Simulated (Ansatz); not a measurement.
## From the elastic tensor of ScPt3 at 15 GPa (stress–strain coefficients) to moduli and sound speeds

All numbers below come from DFT LDA, scalar-relativistic, plane waves, PAW in Ansatz. Plane waves to 420 eV; Γ-centred k mesh 12×12×12; Fermi-Dirac smearing of 0.15 eV. No spin polarisation.

The structure is cubic, space group Pm-3m (No. 221). Conventional cell: a = 3.854 Å, b = 3.854 Å, c = 3.854 Å, α = 90.00°, β = 90.00°, γ = 90.00°. Sc (site symmetry m-3m) has 12 Pt at 2.73 Å as nearest neighbours. Pt (site symmetry 4/mmm) is surrounded by 4 Sc at 2.73 Å and 8 Pt at 2.73 Å.

In a metal, frequencies and elastic constants depend on the k mesh and the smearing, soft modes and shear constants most. Spin–orbit coupling is left out, which can shift energies with elements as heavy as these. Other phases may be more stable at this pressure.

Relaxed-ion constants (GPa, on the Cartesian axes of the calculation):
```
451.6 247.3 247.3   0.0   0.0   0.0
247.3 451.6 247.3   0.0   0.0   0.0
247.3 247.3 451.6   0.0   0.0   0.0
  0.0   0.0   0.0 177.9   0.0   0.0
  0.0   0.0   0.0   0.0 177.9   0.0
  0.0   0.0   0.0   0.0   0.0 177.9
```

Density 18.279 g/cm³; 4 atoms in 57.25 Å³.

The values that follow are for a polycrystal of randomly turned grains, by Hill's mean where one number stands.

With S = C⁻¹: B_V = (C11+C22+C33+2(C12+C13+C23))/9, G_V = (C11+C22+C33−C12−C13−C23+3(C44+C55+C66))/15, 1/B_R = S11+S22+S33+2(S12+S13+S23), 15/G_R = 4(S11+S22+S33−S12−S13−S23)+3(S44+S55+S66); Hill is their mean. Then v_l = √((B+4G/3)/ρ), v_t = √(G/ρ), v_m = [(2/v_t³+1/v_l³)/3]^(−1/3) and Θ = (ħ/k_B)·v_m·(6π²n/V)^(1/3) for n atoms in the volume V; E = 9BG/(3B+G), ν = (3B−2G)/(2(3B+G)) and A^U = 5G_V/G_R + B_V/B_R − 6.

```
Bulk modulus, Voigt / Reuss / Hill          : 315.4 / 315.4 / 315.4 GPa
Shear modulus, Voigt / Reuss / Hill         : 147.6 / 137.2 / 142.4 GPa
Young's modulus                             : 371 GPa
Poisson ratio                               : 0.304
Pugh ratio B/G                              : 2.22
Universal anisotropy index                  : 0.38
Longitudinal and transverse sound speeds    : 5257 and 2791 m/s
Debye temperature from the mean sound speed : 382 K
```